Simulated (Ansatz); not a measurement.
In plane-wave PAW PBEsol (Ansatz code), MoRu in the rock salt structure (Fm-3m) relaxes to a = 5.043 Å. Ru has 6 nearest neighbours from 2.52 Å (octahedral); Mo has 6 nearest neighbours from 2.52 Å (octahedral). Against the elements it lies at 0.94 eV/atom, with no fitted shifts.

Electronic character: metallic (no gap). Gap from PBEsol with spin–orbit coupling: none (metallic).

An equation-of-state fit gives a bulk modulus of 236 GPa. The relaxed-ion elastic constants in GPa are C11 = 286, C12 = 211, C44 = -27.4. The highest mode at Γ lies at 11.3 meV.

The start of the workflow was typed in or built on a structure type; neither database checked (COD, Materials Project) lists it. Its standing as an ambient phase is unchecked. Symmetry was held in the PBEsol relaxation. At this level the phase is mechanically unstable. No spin polarisation was allowed. Its formation energy is positive at this level, so the cell may be metastable or incomplete. As this level gives no gap, shear constants depend on the k-mesh and smearing (Fermi–Dirac, 0.1 eV here). The references are the lowest solids computed at this level, not always the standard phases. Scalar-relativistic: spin–orbit coupling is off unless named, which matters more the heavier the elements.

Potentials: the later of the program's two PAW sets.
